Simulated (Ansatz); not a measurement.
Os:
```yaml
crystal:
  lattice:
    - [0.00000, 1.91630, 1.91630]
    - [1.91630, 0.00000, 1.91630]
    - [1.91630, 1.91630, 0.00000]
  atoms:
    - { symbol: Os, position: [0.00000, 0.00000, 0.00000] }
```

Relaxed with r²SCAN. Special points in fractions of this cell's reciprocal vectors: Γ (0.000, 0.000, 0.000); X (0.500, 0.000, 0.500); U (0.625, 0.250, 0.625); K (0.375, 0.375, 0.750); L (0.500, 0.500, 0.500); W (0.500, 0.250, 0.750).

Problem. List the band energies nearest the Fermi level at these points for DFT-r²SCAN in the program Ansatz with PAW potentials.

Solution. In eV from the Fermi level; about four levels below and three above (degenerate sets whole), none deeper than 8.9 eV; … stands for higher levels left out; points with the same levels are listed once.

```json
[
 {"k": "Γ", "below": "-3.03 -3.03 -3.03", "above": "…"},
 {"k": "X", "below": "-7.83 -7.10", "above": "2.40 2.55 …"},
 {"k": "U", "below": "-6.71 -5.59 -2.08", "above": "0.36 2.26 …"},
 {"k": "L", "below": "-7.95 -3.22 -3.22 -0.23", "above": "…"},
 {"k": "W", "below": "-5.97 -4.29 -4.29 -0.79", "above": "3.34 …"}
]
```

Space group Fm-3m (fcc (Cu type)). The workflow started from an entry of the Crystallography Open Database (COD), which files this formula under 2 space groups. It is not the phase usual at ambient conditions (space group No. 194). The cell was relaxed with r²SCAN under the symmetry of its start; whether a distortion lowers the energy is not shown. No spin polarisation was allowed. Scalar-relativistic: spin–orbit coupling is off unless named, which matters more the heavier the elements.

Potentials: the earlier of the program's two PAW sets.
